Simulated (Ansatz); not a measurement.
Suppose Cu3Re takes space group P4/mmm (No. 123), with Cu on 2h and 1a; Re on 1b.

Level of theory: DFT PBE, scalar-relativistic, plane waves, PAW in Ansatz. Cutoff 420 eV, Γ-centred mesh, Gaussian smearing, no spin polarisation.

Formation energies are uncorrected and refer to the elements' standard structures at the same level.

Problem. Which cell and coordinates does it relax to?

Solution.

Space group P4/mmm (No. 123). a = 2.607 Å, b = 2.607 Å, c = 7.507 Å, α = 90.00°, β = 90.00°, γ = 90.00°
```csv
atom,site,symmetry,x,y,z
Cu,2h,4mm,0.5000,0.5000,0.2383
Cu,1a,4/mmm,0.0000,0.0000,0.0000
Re,1b,4/mmm,0.0000,0.0000,0.5000
```

Cu on a site of symmetry 4mm has 8 Cu at 2.57–2.61 Å and 4 Re at 2.69 Å; Cu on a site of symmetry 4/mmm has 12 Cu at 2.57–2.61 Å; Re is surrounded by 4 Re at 2.61 Å and 8 Cu at 2.69 Å. Another local minimum with the same sites may exist.

Problem. And its energy and gap?

Solution. The formation energy is +0.19 eV/atom and the gap on the 18×18×6 mesh of the 4-atom cell is 0 eV (a metal). A positive value: parting into the elements would lower its energy.

The last run used Gaussian smearing of 0.10 eV. These runs have no spin–orbit coupling, which can matter for Re. A structure relaxed within its symmetry needn't be a true minimum.
